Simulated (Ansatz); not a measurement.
## Cd: from a starting cell to a relaxed one

The start is a randomly generated symmetric cell of Cd (space group No. 71). A full variable-cell relaxation at zero pressure is run with PBEsol (plane waves to 420 eV, PAW, scalar-relativistic; Ansatz, a quantum-chemistry and plane-wave program). The first steps use a coarse 15×15×15 k-mesh.

Initial structure:
```
CELL_PARAMETERS angstrom
     -1.18129     2.22701     2.26400
      1.18129    -2.22701     2.26400
      1.18129     2.22701    -2.26400
ATOMIC_POSITIONS crystal
  Cd 0.50000 0.50000 0.00000
```

Problem. What pressure does the first self-consistent step give?

Solution. +15.6 GPa (positive: the cell is compressed).

Problem. How much energy is released per atom?

Solution. 0.72 eV/atom.

Problem. How do the shortest distances between atoms change?

Solution. The closest pairs of elements (up to four, under 3.6 Å), start → end: Cd–Cd 2.36 → 2.89 Å.

Problem. What band gap does the relaxed structure have at this level?

Solution. No gap (metallic).

Problem. Give the final cell and atomic positions.

Solution. 
Space group Immm (No. 71); a = 2.893 Å, b = 3.653 Å, c = 4.034 Å, α = β = γ = 90.00°

```tsv
atom	site	symmetry	x	y	z
Cd	2c	mmm	0.0000	0.0000	0.5000
```
(The calculation used a cell of 1 atom; values per cell refer to that cell.)

The space group stays Immm (No. 71) (the run could not lower it), with 1 atom in the primitive cell. Final values are on a 20×20×20 k-mesh of the relaxed cell. No spin polarisation in the result.

The run could not lose the symmetry of its start, so the end can be a saddle point.

The relaxed structure here is a generated cell of Cd: the first start was made by a random draw of sites in a space group, and the end was not matched to a known phase here, so it may be hypothetical. Known forms of Cd include space group No. 194.
